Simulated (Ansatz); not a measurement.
AlBRu:
```
AlBRu
1.0
    1.44810    -6.80043     0.00000
    1.44810     6.80043     0.00000
    0.00000     0.00000     3.41086
Al B Ru
2 2 2
Direct
  0.69641   0.30359   0.75000
  0.30359   0.69641   0.25000
  0.46975   0.53025   0.25000
  0.53025   0.46975   0.75000
  0.09430   0.90570   0.25000
  0.90570   0.09430   0.75000
```

Relaxed with PBE. Special points in fractions of this cell's reciprocal vectors: Γ (0.000, 0.000, 0.000); Y (-0.500, 0.500, 0.000); C0 (-0.261, 0.739, 0.000); Σ0 (0.261, 0.261, 0.000); Z (0.000, 0.000, 0.500); A0 (0.261, 0.261, 0.500); E0 (-0.261, 0.739, 0.500); T (-0.500, 0.500, 0.500); S (0.000, 0.500, 0.000); R (0.000, 0.500, 0.500).

**Question.** List the band energies nearest the Fermi level at these points for the program Ansatz at the PBE level (PAW).

**Answer.** In eV from the Fermi level; about four levels below and three above (degenerate sets whole), none deeper than 8.9 eV; points with the same levels are listed once.

```tsv
k	below	above
Γ	-1.79 -1.71 -1.54 -1.23	1.78 2.24 2.48
Y	-1.58 -1.55 -1.21 -1.05	0.18 2.05 2.06
C0	-3.40 -2.93 -2.77 -1.47	0.03 0.57 1.07
Z	-1.23 -1.23 -0.80 -0.80	2.38 2.38 5.16 5.16
A0	-2.28 -2.28 -0.54 -0.54	0.80 0.80 1.79 1.79
T	-1.56 -1.56 -0.99 -0.99	2.18 2.18 5.30 5.30
S	-3.47 -2.94 -2.78 -1.45	0.18 0.54 1.09
R	-2.46 -2.46 -0.53 -0.53	0.86 0.86 1.63 1.63
```

Space group Cmcm. The start of the workflow was typed in or built on a structure type; neither database checked (COD, Materials Project) lists it. Whether it is the stable phase at ambient conditions was not checked. The PBE relaxation kept the symmetry of its start; whether a distortion lowers the energy is not shown. No spin polarisation was allowed. Spin–orbit coupling is left out wherever it is not named.

Potentials: the later of the program's two PAW sets.
